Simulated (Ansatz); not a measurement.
CdSe:
```
CdSe
1.0
    4.38292     0.00000     0.00000
   -2.19146     3.79572     0.00000
    0.00000     0.00000     7.15369
Cd Se
2 2
Direct
  0.66667   0.33333   0.00048
  0.33333   0.66667   0.50048
  0.66667   0.33333   0.62472
  0.33333   0.66667   0.12472
```

Relaxed with PBE. Special points in fractions of this cell's reciprocal vectors: Γ (0.000, 0.000, 0.000); M (0.500, 0.000, 0.000); K (0.333, 0.333, 0.000); A (0.000, 0.000, 0.500); L (0.500, 0.000, 0.500); H (0.333, 0.333, 0.500).

Q: List the band energies nearest the valence-band maximum at these points for DFT-PBE with spin–orbit coupling in the program Ansatz with PAW potentials.

A: In eV from the valence-band maximum; about four levels below and three above (degenerate sets whole), none deeper than 8.9 eV; points with the same levels are listed once.

```json
[
 {"k": "Γ", "below": "-0.03 -0.03 0.00 0.00", "above": "0.42 0.42 2.02 2.02"},
 {"k": "M", "below": "-1.33 -1.33 -0.78 -0.78", "above": "2.96 2.96 3.22 3.22"},
 {"k": "K", "below": "-1.84 -1.84 -1.81 -1.60 -1.60", "above": "4.22 4.22 4.26"},
 {"k": "A", "below": "-0.36 -0.36 -0.36 -0.36", "above": "2.14 2.14 2.14 2.14"},
 {"k": "L", "below": "-1.26 -1.26 -1.26 -1.26", "above": "2.78 2.78 2.78 2.78"},
 {"k": "H", "below": "-1.16 -1.16 -1.10 -1.10", "above": "3.50 3.50 3.58 3.58"}
]
```

Space group P6_3mc (wurtzite). The PBE relaxation kept the symmetry of its start; phonons on a q-mesh show no instability.

Potentials: the later of the program's two PAW sets.
